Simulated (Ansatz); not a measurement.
A distorted cell of SiC (wurtzite):

```
SiC
1.0
    3.09195     0.00000     0.00000
   -1.54598     2.67771     0.00000
    0.00000     0.00000     5.07427
Si C
2 2
Direct
  0.66667   0.33333   0.00052
  0.33333   0.66667   0.47056
  0.66667   0.33333   0.62468
  0.33333   0.66667   0.12468
```

Calculation: PBE (plane waves to 420 eV, PAW, scalar-relativistic; Ansatz, a quantum-chemistry and plane-wave program). k mesh 10×10×5 (Γ-centred), Fermi-Dirac smearing 0.05 eV. Energies are smeared free energies. Compression counts positive. SiC was relaxed with its symmetry unable to fall.

**Question.** Predict the force on every atom, in eV/Å.

**Answer.** 
| atom | Fx | Fy | Fz |
|---|---|---|---|
| Si1 | 0.000 | 0.000 | -1.386 |
| Si2 | 0.000 | 0.000 | 5.084 |
| C3 | 0.000 | 0.000 | -1.480 |
| C4 | 0.000 | 0.000 | -2.218 |

**Question.** Give the stress tensor in GPa and the pressure.

**Answer.** 
```
   -1.9      0.0      0.0
    0.0     -1.9      0.0
    0.0      0.0      9.1
```
The pressure, a third of the trace, is 1.7 GPa.

**Question.** In it atom 2 sits (0.000, 0.000, -0.152) Å away from its relaxed site. What is its energy relative to the relaxed cell?

**Answer.** 357 meV/cell.

(For displaced atoms, the force is minus the slope of the energy, and its curvature is a force constant, which sets phonon frequencies.)
